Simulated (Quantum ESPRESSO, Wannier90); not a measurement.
PbF4 (I4/mmm), plane waves to Wannier functions

```
begin unit_cell_cart
ang
    4.2935000000    0.0000000000    0.0000000000
    0.0000000000    4.2935000000    0.0000000000
   -2.1467500000   -2.1467500000    3.9330200000
end unit_cell_cart
begin atoms_frac
Pb   0.0000000000  0.0000000000  0.0000000000
F   -0.2518500000 -0.2518500000  0.4963000000
F    0.2518500000  0.2518500000 -0.4963000000
F    0.0000000000  0.5000000000  0.0000000000
F    0.5000000000  0.0000000000  0.0000000000
end atoms_frac
```

Structure: Materials Project mp-341, symmetrised, not relaxed again. COD (Crystallography Open Database) has an entry of this formula and space group (matched by these alone). Level: PBEsol, no spin polarisation, no spin-orbit coupling; pw.x of Quantum ESPRESSO at 68 Ry with PseudoDojo potentials, 6×6×6 k-points, Wannier90. Density: 8×8×8 mesh, cold smearing 0.01 Ry. The cell is built of weakly bound layers, chains or molecules. Database cells relaxed without dispersion often hold them too far apart, which can enlarge gaps and weakens couplings between them; spacing and stacking were not compared with the measured crystal. Spin-orbit coupling is left out although heavy elements are present.

A tight-binding model is made by disentanglement and projection with no localisation steps (num_iter = 0), so the 20 orbitals stay atom-like: hydrogen-like Pb: s;p; F: s;p, axes along x, y, z; frozen window up to 3.43 eV relative to the valence-band maximum. It follows pw.x to 0.6 meV rms for states up to 2.9 eV relative to the valence-band maximum. Matrix elements depend on this choice of orbitals and windows. Bands 5–9 (Pb 5d 94 %) lie between the kept ones and are excluded.

Problem. Which pairs of orbitals on different sites are coupled most strongly? Give distance, modulus and how many such pairs a cell has.

Solution. 
| orbital | orbital | distance of the centres (Å) | modulus (eV) | pairs |
|---|---|---|---|---|
| F pz | Pb pz | 1.92 | 2.27 | 2 |
| F pz | Pb s | 1.92 | 2.26 | 2 |
| F py | Pb py | 2.15 | 1.74 | 2 |
| F px | Pb px | 2.15 | 1.74 | 2 |
| F py | Pb s | 2.15 | 1.62 | 2 |
| F px | Pb s | 2.15 | 1.62 | 2 |
| F s | Pb pz | 1.89 | 1.26 | 2 |
| F s | Pb px | 2.15 | 0.81 | 2 |
| F s | Pb py | 2.15 | 0.81 | 2 |
| F px | Pb px | 1.95 | 0.78 | 2 |
| F py | Pb py | 1.95 | 0.78 | 2 |
| F py | Pb py | 2.15 | 0.50 | 2 |
| F px | Pb px | 2.15 | 0.50 | 2 |
| F pz | Pb pz | 2.15 | 0.45 | 4 |
| F pz | F s | 3.81 | 0.44 | 2 |
| Pb py | Pb py | 4.29 | 0.43 | 1 |
| Pb px | Pb px | 4.29 | 0.43 | 1 |
| Pb py | Pb s | 4.29 | 0.43 | 2 |
| Pb px | Pb s | 4.29 | 0.43 | 2 |
| F px | F pz | 2.88 | 0.43 | 4 |
| F py | F pz | 2.88 | 0.43 | 4 |
| Pb s | Pb s | 4.29 | 0.35 | 2 |
| F px | F py | 3.04 | 0.32 | 4 |
| F s | F s | 3.79 | 0.25 | 1 |
| F s | Pb s | 1.89 | 0.23 | 2 |
| F s | Pb s | 2.15 | 0.20 | 4 |
| F px | F s | 4.29 | 0.18 | 2 |
| F py | F s | 4.29 | 0.18 | 2 |
| F pz | F s | 2.88 | 0.17 | 8 |
| F px | F pz | 2.92 | 0.17 | 4 |
